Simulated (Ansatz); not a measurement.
SiO₂:
```
SiO2
1.0
    4.92009     0.00000     0.00000
   -2.46005     4.26093     0.00000
    0.00000     0.00000     5.41601
Si O
3 6
Cartesian
 -1.15347   1.99787   1.80534
  1.30658   2.26306   0.00000
  2.30694   0.00000   3.61067
 -1.08964   3.11396   2.97279
  0.30810   1.76029   1.16745
  0.78154   3.64761   4.77813
  3.24159   0.61332   2.44322
  1.37040   1.14697   4.24856
  2.76815   2.50064   0.63789
```

Tensor components refer to the Cartesian frame of this cell.

**Question.** Give the proper piezoelectric stress tensor with relaxed ions from DFT-r²SCAN in the program Ansatz with PAW potentials.

**Answer.** In C/m², rows x, y, z, Voigt columns; mesh uncertainty up to 0.00.
```
 0.17  -0.17   0.00   0.05   0.00   0.00
 0.00   0.00   0.00   0.00  -0.05  -0.17
 0.00   0.00   0.00   0.00   0.00   0.00
```

The elastic tensor of the same run (GPa):

```
      1      2     3      4     5     6
-  ----  -----  ----  -----  ----  ----
1  86.3    8.9  12.4   18.2   0.0   0.0
2   8.9   86.3  12.4  -18.2   0.0   0.0
3  12.4   12.4   107    0.0   0.0   0.0
4  18.2  -18.2   0.0   59.1   0.0   0.0
5   0.0    0.0   0.0    0.0  59.1  18.2
6   0.0    0.0   0.0    0.0  18.2  38.7
```

**Question.** Convert to strain constants d = e·S.

**Answer.** In pC/N:
```
 2.3  -2.3   0.0  -0.7   0.0   0.0
 0.0   0.0   0.0   0.0   0.7  -4.7
 0.0   0.0   0.0   0.0   0.0   0.0
```

Space group P3_221. Symmetry was held in the r²SCAN relaxation; phonons on a q-mesh show no instability.

Potentials: the earlier of the program's two PAW sets.
